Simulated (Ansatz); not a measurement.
Pd (fcc, Cu type)

```
Pd
1.0
    0.00000     3.94259     3.94259
    1.97130     0.00000     1.97130
    1.97130     1.97130     0.00000
Pd
2
Direct
  0.00000   0.00000   0.00000
  0.50000   0.00000   0.00000
```

A phonon eigenvector at L = (0.5, 0.0, 0.0) is frozen into this cell: atom i moves by Q times the vector below, so Q is the largest atomic displacement, in Å. The cell is held. It is one choice among 2 degenerate patterns. (q is in reciprocal vectors of the primitive cell; the cell shown is doubled to hold the pattern.)

| atom | x | y | z |
|---|---|---|---|
| Pd1 | 0.285 | -0.520 | 0.805 |
| Pd2 | -0.285 | 0.520 | -0.805 |

Computed with PBE (plane waves to 420 eV, PAW, scalar-relativistic; Ansatz, a quantum-chemistry and plane-wave program). k mesh 10×20×20 (Γ-centred), Fermi-Dirac smearing 0.05 eV. E stands for the smeared free energy. With partly filled bands, energies and forces of such displacements shift with the k mesh and the smearing. Pd is run without spin polarisation. Pd was relaxed with its symmetry unable to fall. The PAW data are Ansatz's earlier set. ΔE is measured from the undisplaced structure. The last digit holds for this mesh only.

```
Q (Å)    ΔE (meV/cell)
-------  -------------
-0.1000          40.53
-0.0833       withheld
-0.0667          18.81
-0.0500          10.74
-0.0333           4.83
-0.0167           1.22
0.0000            0.00
0.0167            1.22
0.0333            4.83
0.0500           10.74
0.0667           18.81
0.0833        withheld
0.1000           40.53
```

Fit an even polynomial form (powers 2, 4) to the given rows and predict ΔE at Q = -0.0833.

Least squares on the 11 given rows: ΔE = (4374)·Q² + (-32090)·Q⁴, in meV/cell with Q in Å; root-mean-square residual 0.011 meV/cell. At -0.0833 the fit gives 28.81 meV/cell; the calculation gives 28.82 meV/cell, so the interpolation is off by -0.01 (-0.0 %). The quadratic term alone would give 30.35 meV/cell.

(A displaced cell: forces are minus the slopes of the energy, force constants its curvatures, and phonons follow from these.)
